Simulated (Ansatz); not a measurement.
Cu (fcc, Cu type)

```
CELL_PARAMETERS angstrom
      3.62881     0.00000     0.00000
      0.00000     3.62881     0.00000
      0.00000     0.00000     3.62881
ATOMIC_POSITIONS crystal
  Cu 0.00000 0.00000 0.00000
  Cu 0.50000 0.50000 0.00000
  Cu 0.50000 0.00000 0.50000
  Cu 0.00000 0.50000 0.50000
```

In each cell atom 4 (Cu, nearest neighbour Cu at 2.566 Å; its periodic images, 3.6 Å or more away, move with it) moves by s·(0.000, 0.000, 1.000) (along Cartesian z), the rest being held.

Computed with PBE (plane waves to 420 eV, PAW, scalar-relativistic; Ansatz, a first-principles code). k mesh 10×10×10 (Γ-centred), Fermi-Dirac smearing 0.05 eV. The energy includes the smearing's −TS. With partly filled bands, energies and forces of such displacements shift with the k mesh and the smearing. Cu is run without spin polarisation. Cu was relaxed with its symmetry unable to fall. The PAW data are Ansatz's earlier set. The zero of ΔE is the undisplaced structure. The last digit holds for this mesh only.

| s (Å) | ΔE (meV/cell) |
|---|---|
| -0.770 | 2334.3 |
| -0.616 | withheld |
| -0.462 | 763.4 |
| -0.308 | 326.6 |
| -0.154 | 79.6 |
| 0.000 | 0.0 |
| 0.154 | 79.6 |
| 0.308 | 326.6 |
| 0.462 | 763.4 |
| 0.616 | withheld |
| 0.770 | 2334.3 |

Problem. Fit an even polynomial form (powers 2, 4, 6) to the given rows and predict ΔE at s = -0.616.

Solution. Least squares on the 9 given rows: ΔE = (3328)·s² + (1240)·s⁴ + (-359.7)·s⁶, in meV/cell with s in Å; root-mean-square residual 0.10 meV/cell. At -0.616 the fit gives 1421.7 meV/cell; the calculation gives 1422.5 meV/cell, so the interpolation is off by -0.8 (-0.1 %). The quadratic term alone would give 1262.8 meV/cell.

(A displaced cell: forces are minus the slopes of the energy, force constants its curvatures, and phonons follow from these.)
